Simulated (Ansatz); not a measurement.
A relaxed structure of NaF is spoiled in several ways and relaxed again each time (noise and exchanges are one random draw each; pressure is positive under compression). Computed with r2SCAN (plane waves to 500 eV, PAW, scalar-relativistic; Ansatz, a first-principles code).

Space group Fm-3m (No. 225); a = b = c = 4.595 Å, α = β = γ = 90.00°

```json
[
 {"atom": "F", "site": "4a", "symmetry": "m-3m", "x": "0.0000", "y": "0.0000", "z": "0.0000"},
 {"atom": "Na", "site": "4b", "symmetry": "m-3m", "x": "0.5000", "y": "0.5000", "z": "0.5000"}
]
```
(The calculation used a cell of 2 atoms; values per cell refer to that cell.)

One start gave a first pressure of +2.1 GPa and released 0.10 eV/atom. Which change was it?
(A) doubled along one cell vector, shaken by Gaussian noise of σ = 0.08 Å a coordinate
(B) deformed by the Cartesian strain tensor (xx, yy, zz, yz, xz, xy) = (-0.082, -0.007, 0.165, -0.005, -0.030, -0.050)
(C) with every coordinate shifted by Gaussian noise of σ = 0.45 Å
(D) with every coordinate shifted by Gaussian noise of σ = 0.2 Å

B, deformed by the Cartesian strain tensor (xx, yy, zz, yz, xz, xy) = (-0.082, -0.007, 0.165, -0.005, -0.030, -0.050). All starts:

```csv
change,first pressure (GPa),first V (Å³/atom),released (eV/atom),moves,outcome,final group,E − E(parent) (eV/atom)
with every coordinate shifted by Gaussian noise of σ = 0.45 Å,7.1,12.12,0.16,6,returns to the parent,Fm-3m,0.000
with every coordinate shifted by Gaussian noise of σ = 0.2 Å,4.0,12.12,0.084,4,returns to the parent,Fm-3m,0.000
"deformed by the Cartesian strain tensor (xx, yy, zz, yz, xz, xy) = (-0.082, -0.007, 0.165, -0.005, -0.030, -0.050)",2.1,12.83,0.10,6,returns to the parent,Fm-3m,0.000
"doubled along one cell vector, shaken by Gaussian noise of σ = 0.08 Å a coordinate",1.4,12.12,0.037,4,returns to the parent,Fm-3m,0.000
```

First-step values come from each run's starting, coarser k-mesh (9×9×9, 8×8×9, 5×9×9). The runs use different k-meshes, so differences are rounded accordingly. No spin polarisation in the result.
